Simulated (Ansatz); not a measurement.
CoP2:
```
CoP2
1.0
    5.51938     0.00000     0.00000
    0.00000     5.52318     0.00000
   -2.30210     0.00000     5.08958
Co P
4 8
Direct
  0.27207   0.49819   0.78774
  0.72793   0.50181   0.21226
  0.72793   0.99819   0.71226
  0.27207   0.00181   0.28774
  0.15758   0.87377   0.86731
  0.84242   0.12623   0.13269
  0.84242   0.37377   0.63269
  0.15758   0.62623   0.36731
  0.33948   0.37201   0.18135
  0.66052   0.62799   0.81865
  0.66052   0.87201   0.31865
  0.33948   0.12799   0.68135
```

Relaxed with r²SCAN.

Q: Give the Bader charges and basin volumes of the independent atoms, r²SCAN in the plane-wave PAW code Ansatz.

A: 

```csv
atom,Bader charge (e),Bader volume (Å³)
Co1,+0.19,9.8
P5,-0.11,14.7
P9,-0.09,14.3
```

Space group P2_1/c. The first step of the workflow began from a Materials Project structure, measured or hypothetical; the Crystallography Open Database copy checked does not list it. Its standing as an ambient phase is unchecked. Symmetry was held in the r²SCAN relaxation; whether a distortion lowers the energy is not shown. No spin polarisation was allowed.

Potentials: the later of the program's two PAW sets.
